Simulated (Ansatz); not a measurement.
Relaxed MgAu (CsCl type):

```
CELL_PARAMETERS angstrom
      6.43911     0.00000     0.00000
      0.00000     3.21955     0.00000
      0.00000     0.00000     3.21955
ATOMIC_POSITIONS crystal
  Mg 0.25000 0.50000 0.50000
  Mg 0.75000 0.50000 0.50000
  Au 0.00000 0.00000 0.00000
  Au 0.50000 0.00000 0.00000
```

A phonon eigenvector at X = (0.5, 0.0, 0.0) is frozen into this cell: atom i moves by Q times the vector below, so Q is the largest atomic displacement, in Å. The cell is held. (q is in reciprocal vectors of the primitive cell; the cell shown is doubled to hold the pattern.)

| atom | x | y | z |
|---|---|---|---|
| Mg1 | 1.000 | 0.000 | 0.000 |
| Mg2 | -1.000 | 0.000 | 0.000 |

Atoms not listed stay in place.

Calculation: LDA (plane waves to 420 eV, PAW, scalar-relativistic; Ansatz, a program for electronic structure). k mesh 7×14×14 (Γ-centred), Fermi-Dirac smearing 0.05 eV. Energies are smeared free energies. With partly filled bands, energies and forces of such displacements shift with the k mesh and the smearing. MgAu was relaxed with its symmetry unable to fall. Spin-orbit coupling is left out, though Au is heavy. ΔE is measured from the undisplaced structure.

Q: Predict the ΔE (meV/cell) and −dE/dQ from forces (eV/Å) at Q (Å) = -0.083, -0.050, 0.033, 0.050, 0.067.

A: 
```
Q (Å)   ΔE (meV/cell)  −dE/dQ from forces (eV/Å)
------  -------------  -------------------------
-0.083             50                      1.219
-0.050             18                      0.723
0.033               8                     -0.481
0.050              18                     -0.723
0.067              32                     -0.969
```

(A displaced cell: forces are minus the slopes of the energy, force constants its curvatures, and phonons follow from these.)
